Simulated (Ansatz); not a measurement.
Starting cell, TiB2 (AlB2 type, space group P6/mmm):

```xyz
3
Lattice="3.0247 0.0000 0.0000 -1.5123 2.6195 0.0000 0.0000 0.0000 3.2226" Properties=species:S:1:pos:R:3 pbc="T T T"
Ti     0.0000     0.0000     0.0000
B      0.0000     1.7463     1.6113
B      1.5123     0.8732     1.6113
```

In this cell atom 1 (Ti, nearest neighbour B at 2.376 Å; its periodic images, 3.0 Å or more away, move with it) is moved by s along Cartesian [111], unit vector (0.577, 0.577, 0.577); all other atoms and the cell stay fixed.

The numbers are results of r2SCAN (plane waves to 500 eV, PAW, scalar-relativistic; Ansatz, an electronic-structure program), not measurements. k mesh 14×14×12 (Γ-centred), Fermi-Dirac smearing 0.05 eV. E stands for the smeared free energy. Left out: 4 of 11 points, with atoms too close for the PAW data. With partly filled bands, energies and forces of such displacements shift with the k mesh and the smearing. TiB2 is run without spin polarisation. TiB2 was relaxed with its symmetry unable to fall. ΔE is measured from the undisplaced structure.

The scan covers s from -0.426 to 0.426 Å in 7 points.

Question: Is this a single well or a double well?

Answer: A single well with its minimum at or next to zero displacement.

Question: Is the energy the same for equal positive and negative displacements?

Answer: Even: the same for both signs. With its periodic images moving along, the atom's site symmetry in this cell is 6/mmm.

Question: What force acts on the atom along the line at s = -0.426 Å?

Answer: 7.28 eV/Å.

Question: What is the force constant k = d²E/ds² of this move at s = 0?

Answer: 14.7 eV/Å².

(For displaced atoms, the force is minus the slope of the energy, and its curvature is a force constant, which sets phonon frequencies.)
